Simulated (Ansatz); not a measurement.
Sn:
```
CELL_PARAMETERS angstrom
      3.31480     0.00000     0.00000
     -1.65740     2.87070     0.00000
      0.00000     0.00000     5.67752
ATOMIC_POSITIONS crystal
  Sn 0.33333 0.66667 0.75000
  Sn 0.66667 0.33333 0.25000
```

Relaxed with r²SCAN. Special points in fractions of this cell's reciprocal vectors: Γ (0.000, 0.000, 0.000); M (0.500, 0.000, 0.000); K (0.333, 0.333, 0.000); A (0.000, 0.000, 0.500); L (0.500, 0.000, 0.500); H (0.333, 0.333, 0.500).

**Question.** List the band energies nearest the Fermi level at these points for r²SCAN with spin–orbit coupling (plane waves, PAW; program Ansatz).

**Answer.** In eV from the Fermi level; about four levels below and three above (degenerate sets whole), none deeper than 8.9 eV; points with the same levels are listed once.

```tsv
k	below	above
Γ	-7.59 -7.59 -5.06 -5.06	6.38 6.38 7.00 7.00
M	-2.03 -2.03 -0.87 -0.87	1.33 1.33 2.60 2.60
K	-0.77 -0.77 -0.48 -0.48	0.05 0.05 0.89 0.89
A	–	0.39 0.39 0.39 0.39
L	-4.39 -4.39 -4.39 -4.39	3.52 3.52 3.52 3.52
H	-2.21 -2.21 -1.95 -1.95	4.85 4.85 4.98 4.98
```

Space group P6_3/mmc (hcp (Mg type)). The start of the workflow was typed in or built on a structure type; neither database checked (COD, Materials Project) lists it. It is not the phase usual at ambient conditions (space group No. 141). The cell keeps a stress of up to 0.2 GPa. The r²SCAN relaxation kept the symmetry of its start; its stability against distortions is not shown here.

Potentials: the earlier of the program's two PAW sets.
